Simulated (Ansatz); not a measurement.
## Calculated electric field gradients for VBiO₄

The cell is a structure deposited in the COD (listed for 566 K), its atoms then relaxed with PBE in this cell.

```xyz
12
Lattice="-2.5735 2.5735 5.8608 2.5735 -2.5735 5.8608 2.5735 2.5735 -5.8608" Properties=species:S:1:pos:R:3 pbc="T T T"
V     0.0000    2.5735    2.9304
V     0.0000    0.0000    0.0000
Bi    2.5735    0.0000    2.9304
Bi    0.0000    0.0000    5.8608
O     3.2908    1.2820   -2.0097
O     3.8650    0.7173    0.9207
O    -0.7173    1.2915    3.8511
O    -1.2915    1.8562    6.7815
O     1.8562    1.2915    4.9401
O     1.2820    1.8562    2.0097
O     0.7173    1.2820   -0.9207
O     1.2915    0.7173    7.8705
```

Atoms are numbered from 1 in the order listed; like atoms form one site, named after its first atom.

Level of theory: DFT, PBE, plane waves and PAW, scalar-relativistic, 420 eV cutoff, Γ-centred 6×6×6 k-points, Fermi–Dirac smearing 0.02 eV (Ansatz 0.2.0).

V_zz is the principal component of the electric field gradient with the largest magnitude, η = (V_xx − V_yy)/V_zz and C_Q = eQV_zz/h.

⁵¹V: I = 7/2, Q = -52.00 mb; ²⁰⁹Bi: I = 9/2, Q = -516.0 mb; O-17: I = 5/2, Q = -25.58 mb. Q values from Pyykkö, Mol. Phys. 116, 1328 (2018).

| site | atoms (order as listed) | first shell | V_zz (10²¹ V/m²) | η | C_Q (MHz) |
| --- | --- | --- | --- | --- | --- |
| V | 1, 2 | 4 O at 1.73 Å | 4.35 | 0.00 | -5.47 |
| Bi | 3, 4 | 8 O at 2.44–2.49 Å | 0.83 | 0.00 | -10.4 |
| O | 5, 6, 7, 8, 9, 10, … | 1 V at 1.73 Å; also 2 Bi at 2.44–2.49 Å | -3.94 | 0.34 | 2.44 |

An axis of threefold or higher order runs through V and Bi, so V_zz lies along it and η is zero.

Spin–orbit coupling is left out, which shifts gradients on Bi by a few per cent, and by more where contributions nearly cancel.
